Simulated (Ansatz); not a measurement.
GaN:
```
CELL_PARAMETERS angstrom
      3.18260     0.00000     0.00000
     -1.59130     2.75621     0.00000
      0.00000     0.00000     5.18538
ATOMIC_POSITIONS crystal
  Ga 0.66667 0.33333 0.00091
  Ga 0.33333 0.66667 0.50091
  N  0.66667 0.33333 0.62429
  N  0.33333 0.66667 0.12429
```

PBEsol in the plane-wave PAW code Ansatz gives a gap of 1.88 eV without spin–orbit coupling, maximum at Γ, minimum at Γ.

Q: What happens when spin–orbit coupling is switched on?

A: The gap decreases by 0.01 eV, to 1.87 eV; maximum at Γ, minimum at Γ.

Q: Give the electron effective mass with spin–orbit coupling.

A: 0.16, 0.17, 0.17 mₑ (principal values).

Q: Give the hole effective mass with spin–orbit coupling.

A: 2.1 along z (mₑ).

Space group P6_3mc (wurtzite). The PBEsol relaxation kept the symmetry of its start.

Potentials: the later of the program's two PAW sets.
